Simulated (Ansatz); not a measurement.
CrO$_{2}$:
```yaml
crystal:
  lattice:
    - [4.44420, 0.00000, 0.00000]
    - [0.00000, 4.44420, 0.00000]
    - [0.00000, 0.00000, 2.92159]
  atoms:
    - { symbol: Cr, position: [0.00000, 0.00000, 0.00000], spin: 2.1 }
    - { symbol: Cr, position: [0.50000, 0.50000, 0.50000], spin: 2.1 }
    - { symbol: O, position: [0.30366, 0.30366, 0.00000], spin: -0.1 }
    - { symbol: O, position: [0.19634, 0.80366, 0.50000], spin: -0.1 }
    - { symbol: O, position: [0.69634, 0.69634, 0.00000], spin: -0.1 }
    - { symbol: O, position: [0.80366, 0.19634, 0.50000], spin: -0.1 }
```

Relaxed with PBE.

Task: Tabulate the valence density and the electron localisation function along the shortest Cr–Cr contact (2.92 Å), plane-wave PAW PBE (Ansatz code).

Result: 

```
distance from Cr (Å)  density (e/Å³)   ELF
--------------------  --------------  ----
0.29                           14.66  0.90
0.44                            8.68  0.83
0.58                            4.25  0.69
0.73                            1.73  0.42
0.88                            0.67  0.18
1.02                            0.38  0.09
1.17                            0.29  0.09
1.31                            0.27  0.09
1.46                            0.26  0.10
1.61                            0.27  0.09
1.75                            0.29  0.09
1.90                            0.38  0.09
2.05                            0.67  0.18
2.19                            1.73  0.42
2.34                            4.25  0.69
2.48                            8.68  0.83
2.63                           14.66  0.90
```

The density is the valence pseudo-density with augmentation charge, so density and ELF within about 1 Å of a nucleus are not all-electron values.

Space group P4_2/mnm (rutile). Symmetry was held in the PBE relaxation. Spin order of the final state: ferromagnetic, chosen from 5 collinear starts compared on coarse meshes (ties went to the first, and starts can fall back to one state), not a proven ground state. Textbook magnetic order: ferromagnetic. No Hubbard U is applied.

Potentials: the later of the program's two PAW sets.
